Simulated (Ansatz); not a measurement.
A geometry of ZrCl4 away from equilibrium: step 2 of the relaxation of a randomly generated symmetric cell of ZrCl4 (space group No. 150). These are r2SCAN (plane waves to 500 eV, PAW, scalar-relativistic; Ansatz, an electronic-structure program) values and carry that method's errors. Γ-centred k-mesh 5×5×2 on the run's cell (coarser than for final values), Fermi–Dirac smearing 0.05 eV. The plane waves were selected for a different cell earlier on the path.

```
CELL_PARAMETERS angstrom
      5.30602     0.00000     0.00000
     -2.65301     4.59515     0.00000
      0.00000     0.00000    15.38452
ATOMIC_POSITIONS crystal
  Cl 0.63470 0.65395 0.09688
  Cl 0.34605 0.98075 0.09688
  Cl 0.01925 0.36530 0.09688
  Cl 0.65395 0.63470 0.90312
  Cl 0.98075 0.34605 0.90312
  Cl 0.36530 0.01925 0.90312
  Cl 0.00000 0.00000 0.00000
  Cl 0.00000 0.00000 0.50000
  Zr 0.33333 0.66667 0.19620
  Zr 0.66667 0.33333 0.80380
```

Give the Cartesian forces on all atoms (eV/Å).


```
atom     Fx     Fy     Fz
----  -----  -----  -----
Cl1    1.48  -1.54   2.45
Cl2    0.59   2.05   2.45
Cl3   -2.07  -0.51   2.45
Cl4   -2.07   0.51  -2.45
Cl5    1.48   1.54  -2.45
Cl6    0.59  -2.05  -2.45
Cl7    0.00   0.00   0.00
Cl8    0.00   0.00   0.00
Zr9    0.00   0.00  -0.34
Zr10   0.00   0.00   0.34
```

The path ends in P321 (No. 150). No spin polarisation in the result. No Hubbard U is applied. Without a van der Waals term the distances between weakly bound units are poorly fixed.

The run could not lose the symmetry of its start, so the end can be a saddle point.

The end of the path is a generated cell of ZrCl4: the first start was made by a random draw of sites in a space group, and the end was not matched to a known phase here, so it may be hypothetical.
